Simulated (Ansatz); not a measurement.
SnPd3 (Cu3Au type, space group No. 221) at seven volumes, DFT-LDA in the program Ansatz with PAW potentials, scaled uniformly. One row is withheld.

```
V (Å³/atom)  P (GPa)
-----------  -------
13.897         23.77
14.356             ?
14.814          6.49
15.272          0.00
15.730         -5.37
16.188         -9.79
16.646        -13.42
```

Fit the shown pressures and predict the withheld one.

P = (3/2)B₀(x^(7/2) − x^(5/2))[1 + (3/4)(B′ − 4)(x − 1)] with x = (V₀/V)^(2/3). Least squares on the six rows gives V₀ = 15.272 Å³/atom, B₀ = 196 GPa, B′ = 5.32. At V = 14.356, x = 1.0421 and P = 14.29 GPa. The run itself gave 14.33 GPa.

Space group Pm-3m (Cu3Au type). The workflow started from a Materials Project entry (that database holds measured and hypothetical structures alike); the Crystallography Open Database files this formula in space group No. 221, but the cells were not matched. Whether it is the stable phase at ambient conditions was not checked. Symmetry was held in the LDA relaxation; of distortions, only those at the zone centre were tested. No spin polarisation was allowed. Spin–orbit coupling is left out wherever it is not named.

Potentials: the later of the program's two PAW sets.
